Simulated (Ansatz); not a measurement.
Ansatz (a program for electronic structure) input:

Ansatz 0.2 input:
```yaml
crystal:
  lattice:
    - [1.9245334694, 1.1111299166, 9.9549307138]
    - [-1.9245334694, 1.1111299166, 9.9549307138]
    - [0.0, -2.2222598333, 9.9549307138]
  atoms:
    - { symbol: Ca, position: [0.9202234326, 0.9202234326, 0.9202234326] }
    - { symbol: Ca, position: [0.0797765674, 0.0797765674, 0.0797765674] }
    - { symbol: Si, position: [0.6530981793, 0.6530981793, 0.6530981793] }
    - { symbol: Si, position: [0.3469018207, 0.3469018207, 0.3469018207] }
    - { symbol: Si, position: [0.1828549715, 0.1828549715, 0.1828549715] }
    - { symbol: Si, position: [0.8171450285, 0.8171450285, 0.8171450285] }
kpoints:
  mp_grid: { grid: [12, 12, 12] }
hamiltonian:
  xc: pbesol
  pseudopotentials: { kind: paw }
scf:
  occupations: { method: fermi_dirac, width: 0.1 }
phonons:
  method: dfpt
  response_accuracy: low
  eigenvectors: true
  rigid_motions: translations
```

Output (shortened):

```
Pseudopotential: Ca, paw, valence charge 10
Pseudopotential: Si, paw, valence charge 4
Functional definition: PBEsol
Crystal: 6 atoms, lattice volume = 127.726 Å³
Basis set: ecut = 420 eV, 2499 PW (Γ), exchange–correlation on 144×144×144 points (8 copies of the dense FFT grid, shifted against one another)
Bands: 24, of which v1, the nominal top of the filled ones, is band 18 counted from 1 (17 counted from 0)
Symmetry: 12 space group operations
k-points: 476 of 1728 (irreducible under 2 space group operations, time reversal used)
SCF iter   1: F=—  HF=-6076.008044 eV  |F-HF|=—  |Δ(HF+E_count)|=         —  Δρ=3.85e-3  dr2=3.87e-2  ethr=1.77e-3  ⟨swp⟩=9.7  Hψ=69665  notcnv=0
preconditioner: auto → Kerker (q_TF=auto, 2.209 Å⁻¹)
SCF iter   2: F=—  HF=-6076.003528 eV  |F-HF|=—  |Δ(HF+E_count)|=   4.52e-3  Δρ=2.33e-3  dr2=1.78e-2  ethr=1.08e-4  ⟨swp⟩=1.0  Hψ=15234  notcnv=0
SCF iter   3: F=—  HF=-6076.000337 eV  |F-HF|=—  |Δ(HF+E_count)|=   3.19e-3  Δρ=2.85e-4  dr2=6.91e-4  ethr=4.94e-5  ⟨swp⟩=2.0  Hψ=14357  notcnv=0
SCF iter   4: F=—  HF=-6076.000260 eV  |F-HF|=—  |Δ(HF+E_count)|=   7.67e-5  Δρ=1.48e-4  dr2=2.57e-4  ethr=1.92e-6  ⟨swp⟩=1.1  Hψ=11500  notcnv=0
SCF iter   5: F=—  HF=-6076.000213 eV  |F-HF|=—  |Δ(HF+E_count)|=   4.69e-5  Δρ=4.72e-5  dr2=1.38e-5  ethr=7.15e-7  ⟨swp⟩=2.0  Hψ=12169  notcnv=0
SCF iter   6: F=—  HF=-6076.000214 eV  |F-HF|=—  |Δ(HF+E_count)|=   5.86e-7  Δρ=1.32e-5  dr2=4.37e-7  ethr=3.84e-8  ⟨swp⟩=2.1  Hψ=13719  notcnv=0
SCF iter   7: F=—  HF=-6076.000283 eV  |F-HF|=—  |Δ(HF+E_count)|=   6.95e-5  Δρ=2.26e-6  dr2=8.61e-9  ethr=1.21e-9  ⟨swp⟩=2.1  Hψ=15057  notcnv=0
SCF iter   8: F=—  HF=-6076.000283 eV  |F-HF|=—  |Δ(HF+E_count)|=  5.52e-10  Δρ=7.74e-7  dr2=7.91e-10  ethr=2.39e-11  ⟨swp⟩=2.0  Hψ=19078  notcnv=0
SCF iter  10: F=-6076.000283 eV  HF=-6076.000283 eV  |F-HF|=9.09e-13  |Δ(HF+E_count)|=  5.46e-12  Δρ=5.02e-8  dr2=5.03e-12  ethr=1.00e-12  ⟨swp⟩=6.4  Hψ=53367  notcnv=0
SCF 1 converged in 10 iterations: F = -6076.000283 eV  dr2 = 5.03e-12
DFPT response loops at Γ: preconditioner auto → Kerker (q_TF=auto, 2.209 Å⁻¹) (partly filled bands, converged f_vac=0.000) …
the response loops of the zone centre start from zero, take more passes and end by a threshold …
SCF converged after 10 iterations
Free energy (F): -6076.000283 eV
Harris-Foulkes:  -6076.000283 eV  (|F-HF|=9.09e-13)
Internal energy: -6075.964545 eV  (E = F + TS)
E sigma→0 (E₀):  -6075.982414 eV
Entropy (-TS):   -0.035739 eV (-5.956 meV/atom)
Fermi energy:    7.842955 eV
--- Per-component energies (eV) ---
  E_band       = -237.390923
  E_kinetic    = 719.112606
  E_local      = -1633.556575  (includes V_loc(G=0)·N_el)
  E_nonlocal   = 233.381513
  E_hartree    = 556.415038
  E_xc         = -491.884275
  E_vxc        = -529.960483  (∫ρ·V_xc dr)
  E_paw        = -3669.006160  (= ΣΔE_a)
  E_vpaw       = -139.198048  (= ΣTr[D̂ρ^β])
  E_aug_tail   = 0.000013  (compensation charges beyond the density's cutoff)
  E_ewald      = -1790.790536
  E_core_change = 0.363831  (= ΣΔE_core)
  E_smearing   = -0.035739  (= −TS)
  E_closure    = 0.000000  (closes the sum)
  Σ components = -6076.000283   (vs F -6076.000283, Δ=0.00e0)
  [band-id]    e_kinetic+e_local+e_nonlocal+2·e_hartree+e_vxc+e_vpaw+e_augmentation_tail = -237.390898   (vs E_band -237.390923, Δ=2.53e-5)
--- Band table (eV; the first three rows and the last of 476) ---
  k-point 0: bands = ["-32.8862", "-32.8859", "-14.0997", "-14.0770", "-13.9442", "-13.9442", "-13.9438", "-13.9438", "-3.8846", "-3.0608", "1.8714", "3.7714", "5.6970", "6.2550", "6.2550", "7.0756", "7.0756", "8.7639", "8.9817", "8.9817", "9.2022", "9.8240", "9.8536", "9.8536"]
  k-point 1: bands = ["-32.8853", "-32.8850", "-14.0971", "-14.0751", "-13.9548", "-13.9541", "-13.9466", "-13.9461", "-3.8008", "-2.9827", "1.9613", "3.7571", "5.6003", "5.7975", "6.0731", "6.3717", "6.8984", "8.6254", "9.0753", "9.1940", "9.4234", "9.9485", …
  k-point 2: bands = ["-32.8829", "-32.8826", "-14.0899", "-14.0700", "-13.9836", "-13.9823", "-13.9531", "-13.9526", "-3.5520", "-2.7490", "2.2059", "3.5918", "4.4770", "5.2685", "5.6803", "6.0637", "6.5215", "8.0026", "8.8130", "9.3361", "9.6133", …
  k-point 475: bands = ["-32.8861", "-32.8860", "-14.0922", "-14.0846", "-13.9444", "-13.9444", "-13.9436", "-13.9436", "-3.8519", "-3.1144", "2.4817", "2.7343", "6.2663", "6.2663", "7.0280", "7.0280", "7.2934", "7.3494", "9.1787", "9.1787", "9.2052", …
--- Phonons (Γ-DFPT): 6 representative perturbations + reference, on 476 of 1728 k-points (Σ response iterations 38) ---
  ASR residual: 1.030e-3 → 0.000e0 eV/Å²; symmetrization residual: 2.919e-4 eV/Å²
  ASR residual per site (eV/Å²): 1.03e-3 1.03e-3 6.00e-4 6.00e-4 3.19e-4 3.19e-4
  Γ frequencies (cm⁻¹): 0.00 0.00 0.00 119.56 119.56 139.07 139.07 175.22 188.46 188.46 194.42 254.55 308.57 367.28 410.28 410.28 452.62 452.62
  non-analytic LO–TO correction: not included (Born effective charges unavailable; polar crystals: no LO–TO splitting at Γ)
```

Cost: around 80 core-minutes (rough) on shared cores.

Space group R-3m. The workflow started from a Materials Project entry (that database holds measured and hypothetical structures alike); the Crystallography Open Database copy checked does not list it. COD files the formula under space group No. 164, so this cell is another polymorph or a model. Whether it is the stable phase at ambient conditions was not checked. Symmetry was held in the PBEsol relaxation; of distortions, only those at the zone centre were tested. As this level gives no gap, phonon frequencies hold no LO–TO term and depend on the k-mesh and smearing (Fermi–Dirac, 0.1 eV here).

Potentials: the later of the program's two PAW sets.

Ansatz is a plane-wave DFT program.
